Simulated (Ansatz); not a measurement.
**¹⁴N nuclear quadrupole resonance in K₃CoN₆O₁₂**

Cell: a COD entry, ions relaxed with PBE at fixed cell.

```cif
data_structure
_symmetry_space_group_name_H-M 'P 1'
_symmetry_Int_Tables_number 1
_cell_length_a 7.3963
_cell_length_b 7.3963
_cell_length_c 7.3963
_cell_angle_alpha 60.000
_cell_angle_beta 60.000
_cell_angle_gamma 60.000
_cell_volume 286.11
loop_
_atom_site_label
_atom_site_type_symbol
_atom_site_fract_x
_atom_site_fract_y
_atom_site_fract_z
_atom_site_occupancy
K1 K 0.25000 0.25000 0.25000 1
K2 K 0.75000 0.75000 0.75000 1
K3 K 0.50000 0.50000 0.50000 1
Co4 Co 0.00000 0.00000 0.00000 1
N5 N 0.81402 0.18598 0.18598 1
N6 N 0.18598 0.81402 0.81402 1
N7 N 0.18598 0.81402 0.18598 1
N8 N 0.81402 0.18598 0.81402 1
N9 N 0.18598 0.18598 0.81402 1
N10 N 0.81402 0.81402 0.18598 1
O11 O 0.34857 0.85738 0.14262 1
O12 O 0.85738 0.34857 0.65143 1
O13 O 0.65143 0.14262 0.85738 1
O14 O 0.14262 0.65143 0.34857 1
O15 O 0.14262 0.34857 0.85738 1
O16 O 0.65143 0.85738 0.34857 1
O17 O 0.85738 0.65143 0.14262 1
O18 O 0.34857 0.14262 0.65143 1
O19 O 0.85738 0.14262 0.34857 1
O20 O 0.34857 0.65143 0.85738 1
O21 O 0.14262 0.85738 0.65143 1
O22 O 0.65143 0.34857 0.14262 1
```

Atoms are numbered from 1 in the order listed; like atoms form one site, named after its first atom.

The numbers come from a DFT calculation in Ansatz (PBE, plane waves and PAW, scalar-relativistic, collinear spin, 420 eV cutoff, Γ-centred 4×4×4 k-points, Fermi–Dirac smearing 0.02 eV). Start moments as typed (μB): 4 on each Co, none on the rest. The program fits them to the shells of the files, so those used differ somewhat.

¹⁴N: I = 1, Q = 20.44 mb (year-2017 value). Static lattice, zero field.

Task: The simulated lines lie at 0.258, 2.47, 2.73 MHz. What are |C_Q|, η and |V_zz| at N?

Result: For I = 1 the lines are ν± = (3/4)|C_Q|(1 ± η/3) and ν₀ = |C_Q|η/2. Here |C_Q| = 3.46 MHz, η = 0.15 and |V_zz| = 7.01 × 10²¹ V/m². The calculation gives V_zz negative; the lines don't show the sign. The site has 2 O at 1.24 Å, 1 Co at 1.95 Å; also 1 K at 3.28 Å.

The start moments die out, and the run ends without spin.
